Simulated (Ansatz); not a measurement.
Ge2Sb2Te5 (Ge2Sb2Te5-Kooi type, space group P-3m1): energy against volume

Ge₂Sb₂Te₅ (Ge2Sb2Te5-Kooi type, space group P-3m1)

```yaml
crystal:
  lattice:
    - [4.26710, 0.00000, 0.00000]
    - [-2.13355, 3.69542, 0.00000]
    - [0.00000, 0.00000, 17.62092]
  atoms:
    - { symbol: Te, position: [0.00000, 0.00000, 0.00000] }
    - { symbol: Ge, position: [0.66667, 0.33333, 0.09773] }
    - { symbol: Ge, position: [0.33333, 0.66667, 0.90227] }
    - { symbol: Te, position: [0.33333, 0.66667, 0.19306] }
    - { symbol: Te, position: [0.66667, 0.33333, 0.80694] }
    - { symbol: Sb, position: [0.00000, 0.00000, 0.30824] }
    - { symbol: Sb, position: [0.00000, 0.00000, 0.69176] }
    - { symbol: Te, position: [0.66667, 0.33333, 0.40475] }
    - { symbol: Te, position: [0.33333, 0.66667, 0.59525] }
```

The volume is varied about the relaxed value V₀ at fixed cell shape. The atoms relax within the cell's symmetry.

Level of theory: r2SCAN (plane waves to 500 eV, PAW, scalar-relativistic; Ansatz, a first-principles code). k mesh 9×9×2 (Γ-centred), Fermi-Dirac smearing 0.05 eV. E stands for the smeared free energy. Stress and pressure are positive under compression. With the shape held, the modulus is that of even scaling; a crystal free to change shape is softer. Ge2Sb2Te5 was relaxed with its symmetry unable to fall. Spin-orbit coupling is left out, though Sb and Te are heavy. The PAW data are Ansatz's earlier set. The zero of ΔE is the relaxed starting cell.

| V (Å³/cell) | ΔE (eV/atom) | P (GPa) |
|---|---|---|
| 250.07 | 0.0392 | 4.61 |
| 254.71 | 0.0260 | 3.61 |
| 259.33 | 0.0159 | 2.69 |
| 263.97 | 0.0085 | 1.90 |
| 268.60 | 0.0036 | 1.18 |
| 273.23 | 0.0009 | 0.55 |
| 277.86 | 0.0000 | 0.00 |
| 282.49 | 0.0008 | -0.47 |
| 287.12 | 0.0029 | -0.87 |
| 291.75 | 0.0063 | -1.20 |
| 296.38 | 0.0106 | -1.48 |
| 301.01 | 0.0157 | -1.72 |
| 305.65 | 0.0215 | -1.92 |

What the scan shows:

* **Pressure at the smallest volume**: 4.61 GPa
* **Energy cost of the largest compression**: 39.2 meV/atom
* **Energy cost of the largest expansion**: 21.5 meV/atom
* **Bulk modulus at fixed cell shape B₀ (third-order Birch-Murnaghan fit)**: 29.8 GPa
* **Pressure derivative B₀′ (fit)**: 7.8
* **Equilibrium volume of the fit**: 30.88 Å³/atom
* **Pressure for 5 % compression (fit)**: 1.9 GPa

(A scan under strain: stresses follow from slopes of the energy per volume, elastic moduli from its curvatures.)
